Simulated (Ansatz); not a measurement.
TiP in space group P6_3/mmc (No. 194; Ti on 4f, P on 2d, P on 2a), the program Ansatz at the PBEsol level (PAW), all energies at zero smearing, with the estimated change up to a 700 eV cutoff added, with one set of potentials and settings (totals compare only within such a set). Cell of 8 atoms (4 Ti, 4 P): -12866.017 eV.

| element | reference phase | E (eV/atom) |
|---|---|---|
| Ti | P6/mmm, 3 atoms in the cell | -2473.9117 |
| P | Cmce, 4 atoms in the cell | -740.0371 |

Formation energy per atom, worked out: (-12866.017 − 4×(-2473.9117) − 4×(-740.0371))/8 = -1.278 eV/atom (-123 kJ per mol of atoms), at 0 K, without zero-point energy or fitted corrections.

The workflow started from a Materials Project entry (that database holds measured and hypothetical structures alike); the Crystallography Open Database files this formula in space group No. 194, but the cells were not matched. Its standing as an ambient phase is unchecked. Symmetry was held in the PBEsol relaxation; its stability against distortions is not shown here. No spin polarisation was allowed. The references are the lowest solids computed at this level, not always the standard phases.

Potentials: the later of the program's two PAW sets.
